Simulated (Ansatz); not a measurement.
## Cs2LaS2: reading a single point

```yaml
crystal:
  lattice:
    - [0.00000, 0.00000, 6.89175]
    - [7.82488, 0.00000, 0.00000]
    - [3.91244, 7.38410, -3.44588]
  atoms:
    - { symbol: La, position: [0.25000, 0.00000, 0.00000] }
    - { symbol: La, position: [0.75000, 0.00000, 0.00000] }
    - { symbol: S, position: [0.90209, 0.27841, 0.80418] }
    - { symbol: S, position: [0.09791, 0.72159, 0.19582] }
    - { symbol: S, position: [0.59791, 0.08259, 0.19582] }
    - { symbol: S, position: [0.40209, 0.91741, 0.80418] }
    - { symbol: Cs, position: [0.14886, 0.19093, 0.29772] }
    - { symbol: Cs, position: [0.85114, 0.80907, 0.70228] }
    - { symbol: Cs, position: [0.35114, 0.48865, 0.70228] }
    - { symbol: Cs, position: [0.64886, 0.51135, 0.29772] }
```

Level: PBE, no spin polarisation; 420 eV; 6×6×6 Γ-centred mesh; fermi-dirac occupations (width 0.0684 eV); Ansatz 0.2.0, fixed geometry.

(1) Describe some of the short contacts.

(2) Where is the largest force?

(3) Metal or insulator?

(4) What does the stress say?

Origin: a known structure type with other elements, at an estimated volume, so it need not be a known compound. Caveats: many states at the Fermi level without spin polarisation, so a magnetic state may lie lower; atoms or cell far from equilibrium; f levels without a U or exact exchange are poorly placed.

Results:

(1) La–S at 2.66 Å: least valence density 0.42 e/Å³ and ELF 0.27 there. Cs–S at 3.74 Å: least valence density 0.06 e/Å³ and ELF 0.06 there. Cs–La at 3.86 Å: least valence density 0.05 e/Å³ and ELF 0.02 there. These are pseudo-fields; inside the PAW spheres they differ from the all-electron ones.

(2) The largest is on S3 (and as large on other atoms): 2.20 eV/Å, components (1.57, -1.53, 0.00). It makes 140° with the line to a nearest neighbour, La2 at 2.66 Å, pointing away from it.

(3) It is a metal, with about 6.6 states/eV a cell as the mean within 0.25 eV of the Fermi level, mostly La d (50 %) and Cs s (14 %).

(4) The pressure is 3.9 GPa (compression positive), so with the atoms held at these fractions the cell would first expand; the forces are large, so a full relaxation may end otherwise. The principal stresses 2.8, 3.3, 5.6 GPa differ, so its shape would change too.
